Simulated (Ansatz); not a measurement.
# Na8MgMn2O8, one structure, two calculations

Cell: a Materials Project structure (computed, not necessarily an observed phase), taken as it stands.

```cif
data_structure
_symmetry_space_group_name_H-M 'P 1'
_symmetry_Int_Tables_number 1
_cell_length_a 5.8290
_cell_length_b 5.8380
_cell_length_c 8.1686
_cell_angle_alpha 91.052
_cell_angle_beta 101.391
_cell_angle_gamma 106.735
_cell_volume 260.12
loop_
_atom_site_label
_atom_site_type_symbol
_atom_site_fract_x
_atom_site_fract_y
_atom_site_fract_z
_atom_site_occupancy
Na1 Na 0.49588 0.03511 0.05140 1
Na2 Na 0.98565 0.49965 0.10044 1
Na3 Na 0.60144 0.46304 0.31869 1
Na4 Na 0.24479 0.07264 0.38017 1
Na5 Na 0.98252 0.10546 0.68039 1
Na6 Na 0.78227 0.53952 0.71358 1
Na7 Na 0.41740 0.99435 0.70348 1
Na8 Na 0.38326 0.52644 0.93126 1
Mg9 Mg 0.75229 0.91552 0.36223 1
Mn10 Mn 0.17118 0.54513 0.49200 1
Mn11 Mn 0.97674 0.99842 0.01569 1
O12 O 0.26052 0.24990 0.12339 1
O13 O 0.73725 0.78061 0.13033 1
O14 O 0.44754 0.78682 0.44216 1
O15 O 0.88725 0.26643 0.40506 1
O16 O 0.98432 0.76956 0.50471 1
O17 O 0.34948 0.37150 0.63565 1
O18 O 0.12422 0.79241 0.91708 1
O19 O 0.78141 0.17932 0.89118 1
```

Sites (sets of like atoms) are named by element and the number of their first atom in this list.

First run. Method: Kohn–Sham DFT in Ansatz, PBE, plane waves and PAW, scalar-relativistic, collinear spin, 420 eV cutoff, Γ-centred 4×4×3 k-points, Fermi–Dirac smearing 0.02 eV. Start moments as typed (μB): 0 0 0 0 0 0 0 0 0 4 -4 0 0 0 0 0 0 0 0 by atom.

```csv
site,atom,V_zz (10²¹ V/m²),η,m (μB)
Na5,5,-1.62,0.74,0.00
Na6,6,2.09,0.73,0.00
Na7,7,-1.29,0.42,0.00
Mg,9,0.90,0.20,0.00
Mn10,10,4.06,0.44,3.00
Mn11,11,-2.91,0.61,-2.98
O12,12,5.32,0.33,-0.05
O13,13,3.35,0.72,-0.07
O14,14,4.93,0.88,0.05
O15,15,4.79,0.70,0.05
O16,16,4.63,0.58,0.06
O17,17,-4.71,0.93,0.07
O18,18,4.56,0.49,-0.07
O19,19,4.11,0.65,-0.07
```

Second run. The same atoms and settings, except that a Hubbard term is added (U = 3.9 eV on Mn d).

Question: What does the second run give?

Answer: 

```csv
site,atom,V_zz,η,change of V_zz,m (μB)
Na5,5,-1.63,0.73,-0.01,0.00
Na6,6,2.15,0.71,+0.06,0.00
Na7,7,-1.27,0.39,+0.02,0.00
Mg,9,0.88,0.19,-0.02,0.00
Mn10,10,4.82,0.37,+0.76,3.26
Mn11,11,-2.22,0.90,+0.69,-3.26
O12,12,5.98,0.28,+0.66,0.02
O13,13,3.47,0.69,+0.12,-0.03
O14,14,5.51,0.74,+0.58,0.00
O15,15,5.30,0.59,+0.51,-0.01
O16,16,5.08,0.52,+0.45,0.01
O17,17,5.42,0.86,–,-0.01
O18,18,5.23,0.41,+0.67,0.00
O19,19,4.66,0.57,+0.55,-0.01
```

The largest change of V_zz along a kept axis is on Mn10, from 4.06 to 4.82. In per cent, |V_zz| changes by -2 to +3 on Na, -2 on Mg, -24 to +19 on Mn, +4 to +15 on O (all sites that start above 0.5, bar those whose gradient vanishes or changes sign or whose main axis turns by over 40°). Where |V_zz| stays above 0.1 and the axes keep their order, η moves most on Mn11, from 0.61 to 0.90. On O17 the largest principal value lies along another axis in the second run, so the two V_zz can't be compared directly. The table leaves out 5 of the 19 sites, with |V_zz| up to 2.37; their tensors move by 0.07 at most along any direction. The statements above cover all sites. The absolute magnetisation of the cell goes from 8.2 to 8.7 μB.

The magnetic order is the one that the run reached from its start moments, not necessarily the measured one.
For the first run: The largest force is 0.5 eV/Å, so the atoms aren't at the calculated equilibrium and relaxing them would move these values. With a gap of 0.5 eV on this mesh, small gradients can still move by 0.1 × 10²¹ V/m² or more as the k-mesh gets denser.
